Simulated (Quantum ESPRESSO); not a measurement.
# Planted mistakes on one cell of BSi2O5F

The results below are calculated, not measured. They come from pw.x of Quantum ESPRESSO 7.5, a plane-wave density functional program, with PseudoDojo standard norm-conserving files (v0.5 for PBE, v0.4.1 for LDA and PBEsol). The cells are made up: elements, strain and atom displacements were drawn at random, and nothing was relaxed. There is no spin polarisation, spin-orbit coupling or dispersion term.

The cell has 9 sites of a quartz lattice. Sites 1 to 3 hold B Si Si; sites 4 to 9 hold O F O O O O. Cell vectors in Å: (4.844, -0.004, 0.025); (-2.426, 4.190, -0.020); (0.027, -0.010, 5.334). Settings: PBE, cutoff 1143 eV, 5 x 5 x 4 k mesh shifted by half a step, Fermi-Dirac smearing of 0.025 eV.

The intended run has a self-consistency threshold of 1e-07 eV, a smearing term of 0.000 eV, a pressure of 20.76 GPa and 12 iterations. Each further run changes one thing: all lengths scaled by 1.0102; atoms of sites 5 and 9 exchanged; cutoff 680 eV; files of LDA; k mesh 1 x 1 x 1; one electron added; smearing 0.6 eV; threshold 0.3 eV. A coarse mesh keeps the shift, and a charged cell sits in a uniform background.

| run | change of free energy (eV) | smearing term -TS (eV) | change of P (GPa) | largest change of a force component (eV/Å) | iterations |
| --- | --- | --- | --- | --- | --- |
| A | 0.089 | 0.000 | 3.80 | 0.651 | 4 |
| B | -0.114 | -0.497 | 1.09 | 0.361 | 12 |
| C | 2.879 | 0.000 | -8.96 | 0.958 | 12 |
| D | -0.316 | 0.000 | -0.20 | 1.000 | 12 |
| E | 4.237 | 0.000 | -30.89 | 0.123 | 11 |
| F | -0.366 | 0.000 | -6.34 | 1.163 | 12 |
| G | -2.085 | 0.000 | -1.55 | 9.311 | 11 |
| H | 7.366 | -0.005 | 25.41 | 3.232 | 11 |

A rerun of the intended cell at 1437 eV and k mesh 7 x 7 x 6 moved values by no more than 0.002 eV in the cell's energy, 0.03 GPa in stress and 0.003 eV/Å in force.

Question: which change belongs to which run?

## Worked reading

Run A has the fewest iterations, as a run stopped early does. Run B has the largest smearing term, as wide smearing gives. Run E has a higher energy and the largest fall in pressure, as too small a basis gives. Run F changes the volume by a factor of 1.0309; minus its pressure change over the logarithm of that factor, 208 GPa, is a rough bulk modulus with clamped atoms. Energies from files of another functional, or of a charged cell, have another zero and say nothing on stability; the pressure of a charged cell rests on the program's zero of potential too.

## Key

```
run,change
A,threshold 0.3 eV
B,smearing 0.6 eV
C,files of LDA
D,k mesh 1 x 1 x 1
E,cutoff 680 eV
F,all lengths scaled by 1.0102
G,atoms of sites 5 and 9 exchanged
H,one electron added
```